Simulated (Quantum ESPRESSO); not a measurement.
Mg3FO2Cl, convergence and cost over cutoff and k mesh

Simulated, not a measurement. The program is pw.x of Quantum ESPRESSO 7.5 (plane-wave density functional theory). The cell is made up: 7 atoms on a rocksalt lattice with one site empty, with randomly drawn elements, strain and displacements, not relaxed. PseudoDojo standard norm-conserving files (v0.5 for PBE, v0.4.1 for LDA and PBEsol) set the functional; there is no spin polarisation, spin-orbit coupling or dispersion term, and the masses in the input are unused placeholders.

Input of the run in row 4:

```
&control calculation='scf', pseudo_dir='./dojo.nc.sr.pbe.v0_5.standard.upf', outdir='./o', disk_io='low', tprnfor=.true., tstress=.true. /
&system ibrav=0, nat=7, ntyp=4, nbnd=34, ecutwfc=84.00895049, nosym=.true., tot_charge=0,
 occupations='smearing', smearing='fd', degauss=0.0018374661
/
&electrons conv_thr=7.350e-09, electron_maxstep=60, /
ATOMIC_SPECIES
Cl 1.0 Cl.upf
F 1.0 F.upf
Mg 1.0 Mg.upf
O 1.0 O.upf
CELL_PARAMETERS angstrom
4.5884 -0.0333 0.0364
-0.0333 4.5423 0.0102
0.0364 0.0102 4.5644
ATOMIC_POSITIONS angstrom
Mg 0.0365 0.0929 -0.2289
Mg 0.0553 2.2229 2.1926
Mg 2.261 2.1799 0.1743
F 2.3276 -0.03 -0.094
O 2.4527 2.097 2.3333
Cl 4.5793 -0.0458 2.3131
O 4.5424 2.2362 0.0148
K_POINTS automatic
4 4 4 1 1 1
```

The same cell was run at these settings. Meshes are shifted by half a step, and differences are from the last row, which is itself not exact.

| cutoff (eV) | k mesh | k points solved | threshold (eV) | free energy less the last row's (eV) | pressure (GPa) | largest stress difference (GPa) | largest force difference (eV/Å) | iterations | wall time (s) | k-point pools | processor |
| --- | --- | --- | --- | --- | --- | --- | --- | --- | --- | --- | --- |
| 800 | 2 x 2 x 2 | 4 | 1e-04 | 2.631 | -37.96 | 34.69 | 0.016 | 8 | 16 | 4 | Intel Xeon, older |
| 1143 | 2 x 2 x 2 | 4 | 1e-07 | 0.026 | -3.32 | 0.13 | 0.010 | 11 | 25 | 4 | Intel Xeon, older |
| 717 | 4 x 4 x 4 | 32 | 1e-07 | 8.315 | -89.03 | 85.69 | 0.103 | 11 | 50 | 4 | Intel Xeon, older |
| 1143 | 4 x 4 x 4 | 32 | 1e-07 | 0.002 | -3.41 | 0.03 | 0.006 | 11 | 93 | 4 | Intel Xeon, older |
| 1437 | 6 x 6 x 6 | 108 | 1e-07 | 0.000 | -3.38 | 0.00 | 0.000 | 11 | 348 | 4 | Intel Xeon, older |

Each pool is one process. Wall times include start-up and a band step at six k points, which weighs most on the coarsest meshes. The runs were on shared virtual cores whose load varied, so times are rough.